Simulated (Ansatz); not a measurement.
## Te: computed property card

Te:
```xyz
1
Lattice="3.1890 0.0000 0.0000 0.0000 3.1890 0.0000 0.0000 0.0000 3.1890" Properties=species:S:1:pos:R:3 pbc="T T T"
Te     0.0000     0.0000     0.0000
```

Space group Pm-3m (No. 221), simple cubic; conventional cell a = b = c = 3.189 Å, α = β = γ = 90.00°.

Method: DFT-r²SCAN in the program Ansatz with PAW potentials. The cell and atoms are relaxed at this level. Other levels are named where they apply.

Cell and energy:

```yaml
volume_per_atom: 32.43 Å³
density: 6.53 g/cm³
```

Electronic structure:

```yaml
electronic_character: metallic (no gap)
Density of states at the Fermi level: 0.56 states/eV per atom (mean over ±0.08 eV)
Gap with spin–orbit coupling: none (metallic)
```

Mechanics:

```yaml
Bulk modulus (Birch–Murnaghan fit): 54.4 GPa
Pressure derivative B′: 4.7
Elastic constants (relaxed ions, GPa): C11 = 94.3, C12 = 33.9, C44 = 2.8
mechanical_stability: stable (all eigenvalues of C positive)
```

The start of the workflow was typed in or built on a structure type; neither database checked (COD, Materials Project) lists it. It is not the phase usual at ambient conditions (space group No. 152). The cell was relaxed with r²SCAN under the symmetry of its start; its stability against distortions is not shown here. As this level gives no gap, shear constants depend on the k-mesh and smearing (Fermi–Dirac, 0.1 eV here). Spin–orbit coupling is left out wherever it is not named.

Potentials: the earlier of the program's two PAW sets.
